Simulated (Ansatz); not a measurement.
## Computed properties of IrPt

IrPt:
```yaml
crystal:
  lattice:
    - [3.11083, 0.00000, 0.00000]
    - [0.00000, 3.11083, 0.00000]
    - [0.00000, 0.00000, 3.11083]
  atoms:
    - { symbol: Ir, position: [0.00000, 0.00000, 0.00000] }
    - { symbol: Pt, position: [0.50000, 0.50000, 0.50000] }
```

Space group Pm-3m (No. 221), CsCl type; conventional cell a = 3.1108 Å, b = 3.1108 Å, c = 3.1108 Å, α = 90.00°, β = 90.00°, γ = 90.00°.

Method: r²SCAN (plane waves, PAW; program Ansatz). Geometry: relaxed at this level of theory. Other levels are named where they apply.

Cell and energy:

| Item | Value |
|---|---|
| Volume per atom | 15.05 Å³ |
| Density | 21.36 g/cm³ |
| Formation energy from the elements (no fitted shifts) | 0.42 eV/atom |

Electronic structure:

| Quantity | Value |
|---|---|
| Electronic character | metallic (no gap) |
| Density of states at the Fermi level | 1.8 states/eV per atom (mean over ±0.08 eV) |
| Gap with spin–orbit coupling | none (metallic) |

Mechanics:

| Item | Result |
|---|---|
| Bulk modulus (Birch–Murnaghan fit) | 2990 kbar |
| Pressure derivative B′ | 5.3 |
| Elastic constants (relaxed ions, GPa) | C11 = 85.8, C12 = 407, C44 = 211 |
| Mechanical stability | unstable (C has a negative eigenvalue) |

Charges:

| Item | Value |
|---|---|
| Bader charges | Ir +0.12, Pt -0.12 e |

The start of the workflow was typed in or built on a structure type; neither database checked (COD, Materials Project) lists it. Its standing as an ambient phase is unchecked. The cell was relaxed with r²SCAN under the symmetry of its start. No spin polarisation was allowed. Its formation energy is positive at this level, so the cell may be metastable or incomplete. As this level gives no gap, shear constants depend on the k-mesh and smearing (Fermi–Dirac, 0.1 eV here). The references are the lowest solids computed at this level, not always the standard phases. Scalar-relativistic: spin–orbit coupling is off unless named, which matters more the heavier the elements.

Potentials: the earlier of the program's two PAW sets.
